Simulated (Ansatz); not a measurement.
# CsSnI3 — ¹¹⁹Sn Mössbauer parameters

Cell: a computed structure from the Materials Project (it need not be an observed phase), taken as it stands.

Space group Pnma (No. 62); a = 8.6778, b = 12.6239, c = 8.7297 Å.

```csv
site,Wyckoff,site symmetry,x,y,z
Cs,4c,.m.,0.9950,0.7500,0.0094
Sn,4b,-1,0.5000,0.0000,0.0000
I9,8d,1,0.7024,0.9917,0.7028
I13,4c,.m.,0.5004,0.2500,0.9802
```

One atom of each set is listed.

Level of theory: DFT, r2SCAN, plane waves and PAW, scalar-relativistic, 500 eV cutoff, Γ-centred 4×3×3 k-points, Fermi–Dirac smearing 0.02 eV (Ansatz 0.2.0).

Isomer shifts (against SnO₂) follow from the electron density at the nucleus, δ = α(ρ − ρ₀), with α = 0.093 mm s⁻¹ a₀³ and ρ₀ = 183072.84 a₀⁻³ from a line fitted to 8 measured compounds at this level of theory (rms miss 0.14 mm/s). ΔE_Q = ½eQV_zz(1 + η²/3)^½ with Q = -0.132 b for the 23.9 keV state.

Q: Where do the absorption lines lie?

A: Sn (4 atoms a cell): δ = 3.88, |ΔE_Q| = 0.10 mm/s, a doublet too narrow to resolve, seen as one line at 3.88 mm/s.

Without spin–orbit coupling the gradients at and beside I can be off by some per cent, at some sites by more. With these PAW files V_zz is typically within 2 to 3 % of all-electron values, but misses above 10 % occur on Sn. Shifts outside the range of the fitted compounds (-0.5 to 3.2 mm/s for Sn) are extrapolations.
